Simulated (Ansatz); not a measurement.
# Fitting the PBE energy curve of LiSb3

The structure is cubic, space group Pm-3m (No. 221). The conventional cell has a = 4.681 Å, b = 4.681 Å, c = 4.681 Å, α = 90.00°, β = 90.00°, γ = 90.00°. Sb (site symmetry 4/mmm) has 8 Sb at 3.31 Å and 4 Li at 3.31 Å as nearest neighbours. Li (site symmetry m-3m) has 12 Sb at 3.31 Å as nearest neighbours.

The cell comes from a database or a generator and needn't be the stable form of this composition.

The cell was scaled at fixed shape and fractions and run with Ansatz, Ansatz PAW, cutoff 420 eV; PBE, k mesh 6 × 6 × 6 on the cell of 4 atoms, fermi-dirac occupations of 0.05 eV, no spin polarisation, no spin-orbit coupling. Energies are those that the program minimises, any entropy of the smearing included. For a metal such a mesh isn't converged to the digits shown.

| V (Å³/atom) | energy over the lowest row (meV/atom) |
| --- | --- |
| 24.1040 | 18.932 |
| 24.6169 | 8.749 |
| 25.1297 | ? |
| 25.6426 | 0.000 |
| 26.1554 | 0.646 |
| 26.6683 | 4.183 |
| 27.1811 | 10.342 |

**Question.** Fit the third-order Birch-Murnaghan form, give V0, B0 and B′, and predict the energy left open.

**Answer.** With y = (V0/V)^(2/3), E = E0 + (9 V0 B0/16) [(y - 1)³ B′ + (y - 1)² (6 - 4y)]. Least squares through the rows shown give V0 = 25.7895 Å³/atom, E0 = -0.132 meV, B0 = 49.11 GPa (1 eV/Å³ = 160.218 GPa) and B′ = 4.39, with a largest miss of 0.006 meV. At V = 25.1297 the form with these constants gives 2.578 meV; the run gave 2.581 meV an atom.
